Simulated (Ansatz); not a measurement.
Relaxed AlRu (CsCl type):

```xyz
4
Lattice="5.9650 0.0000 0.0000 0.0000 2.9825 0.0000 0.0000 0.0000 2.9825" Properties=species:S:1:pos:R:3 pbc="T T T"
Al     0.0000     0.0000     0.0000
Al     2.9825     0.0000     0.0000
Ru     1.4913     1.4913     1.4913
Ru     4.4738     1.4913     1.4913
```

Two-dimensional scan of atom 4 (Ru, nearest neighbour Al at 2.583 Å; its periodic images, 3.0 Å or more away, move with it): u runs along (0.707, 0.707, 0.000), v along (0.000, 0.000, 1.000) (Cartesian). Cell and other atoms are fixed.

Computed with r2SCAN (plane waves to 500 eV, PAW, scalar-relativistic; Ansatz, an electronic-structure program). k mesh 7×13×13 (Γ-centred), Fermi-Dirac smearing 0.05 eV. Energies are smeared free energies. With partly filled bands, energies and forces of such displacements shift with the k mesh and the smearing. Fu and Fv are the components of the force on the atom. AlRu is run without spin polarisation. AlRu was relaxed with its symmetry unable to fall. The zero of ΔE is the undisplaced structure. Axes are in Å.

ΔE (eV/cell), with u across and v down:

| v \ u | -0.390 | -0.195 | 0.000 | 0.195 | 0.390 |
|---|---|---|---|---|---|
| -0.390 | 1.881 | 0.943 | 0.658 | 0.943 | 1.881 |
| -0.195 | 1.145 | 0.401 | 0.170 | 0.401 | 1.145 |
| 0.000 | 0.890 | 0.213 | 0.000 | 0.213 | 0.890 |
| 0.195 | 1.145 | 0.401 | 0.170 | 0.401 | 1.145 |
| 0.390 | 1.881 | 0.943 | 0.658 | 0.943 | 1.881 |

Fu (eV/Å), with u across and v down:

```
v \ u   -0.390  -0.195  0.000  0.195  0.390
------  ------  ------  -----  -----  -----
-0.390    6.83    2.99   0.00  -2.99  -6.83
-0.195    5.35    2.41   0.00  -2.41  -5.35
0.000     4.84    2.21   0.00  -2.21  -4.84
0.195     5.35    2.41   0.00  -2.41  -5.35
0.390     6.83    2.99   0.00  -2.99  -6.83
```

What the scan shows:

- Principal force constants in the plane (five-point differences of the forces) = 9.0 and 11.0 eV/Å²
- Softest direction at the centre = along v
- Centre of the map = a minimum
- Lowest place on the grid = u = 0.000 Å, v = 0.000 Å (0 meV/cell)
- Highest place on the grid, met at several equal points = u = -0.390 Å, v = -0.390 Å; u = 0.390 Å, v = -0.390 Å; u = -0.390 Å, v = 0.390 Å; u = 0.390 Å, v = 0.390 Å (1881 meV/cell)

The 25 points together took roughly 40 core-minutes.

(For displaced atoms, the force is minus the slope of the energy, and its curvature is a force constant, which sets phonon frequencies.)
